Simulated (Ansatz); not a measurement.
## BiTe: one input, then a changed one

Structure from Materials Project entry mp-1227339 (possibly hypothetical), not relaxed further. The listed cell was then made from it by scaling, straining or moving an atom.

First run: DFT, r2SCAN, PAW with Ansatz's default frozen-core files, scalar-relativistic (Ansatz 0.2.0).

Command: `ansatz run input.yaml --threads 1 --pin off --max-ram 2048MiB --backend cpu --events-out ev --progress --plain --runs-dir out` The run took 13 s on 1 thread of Intel(R) Xeon(R) 6975P-C (Granite Rapids), with other jobs on the host, peak memory 0.76 GiB.

```yaml
crystal:
  lattice:
    - [2.4545891627, 1.4171577138, 3.3609455389]
    - [-2.4545891627, 1.4171577138, 3.3609455389]
    - [0.0, -2.8343154277, 3.3609455389]
  atoms:
    - { symbol: Bi, position: [0.5, 0.5, 0.5] }
    - { symbol: Te, position: [0.0, 0.0, 0.0] }
kpoints:
  mp_grid: { grid: [11, 11, 11] }
scf:
  occupations: { method: fermi_dirac, width: 0.03 }
hamiltonian:
  xc: r2scan
  pseudopotentials: { kind: paw }
output:
  forces: true
  stress: true
  eigenvalues: true
  efg: { contact_densities: true }
```

Result: converged; pressure -2.52 GPa; 7 SCF iterations.

No spin–orbit coupling, which matters for the heavy atoms here.

The input is then changed:

```diff
@@ -12,5 +12,5 @@
   occupations: { method: fermi_dirac, width: 0.03 }
 hamiltonian:
-  xc: r2scan
+  xc: pbesol
   pseudopotentials: { kind: paw }
 output:
```

(1) What does the second run give?

Results:

(1) It converged; pressure -4.04 GPa; 7 SCF iterations.
